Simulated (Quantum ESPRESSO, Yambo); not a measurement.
BN (space group P6_3/mmc, No. 194). Cell and atoms were relaxed with PBE+D3(BJ) from Materials Project entry mp-984, within its symmetry. Chain: norm-conserving PBE (Quantum ESPRESSO, 84 Ry, no spin-orbit coupling); G0W0 in Yambo (6×6×2 Γ-centred k mesh, 31 bands and a 6 Ry block in the screening, 31 bands in G with the Bruneval-Gonze terminator, plasmon pole fitted at 27.2 eV); BSE (12×12×4 mesh, 5 valence and 2 conduction bands, static screening with 23 bands and a 4 Ry block, scissor 1.51 eV, Tamm-Dancoff).

```yaml
PBE gap (dense path): 4.26 eV
PBE gap H → M on the GW mesh: 4.30 eV
PBE smallest direct gap on the GW mesh, at H: 4.66 eV
G0W0 direct gap at that point: 6.18 eV
G0W0 correction to the gap H → M: 1.36 eV
direct gap on the BSE mesh, with the scissor: 6.18 eV
first BSE state allowed for light along x: 5.33 eV
lowest BSE state: 5.28 eV
binding_of_the_lowest_exciton: 0.90 eV
RPA electronic dielectric constant along x: 4.57 (18×18×6 mesh, PBE bands)
```

Rough cost of the Yambo steps against G0W0 for 8 states: BSE about 6×, one RPA spectrum within a factor of two.

Convergence of the G0W0 settings was not tested. The BSE states are vertical excitations (zero momentum); the indirect quasiparticle gap, about 5.62 eV, is smaller than the direct one (6.18 eV on the GW mesh). Convergence of the RPA response with its 18×18×6 mesh was not tested. Convergence of the binding with the mesh was not shown. Axes are Cartesian, with cell vectors (Å) (2.51, 0.00, 0.00), (-1.25, 2.17, 0.00), (0.00, 0.00, 6.61).
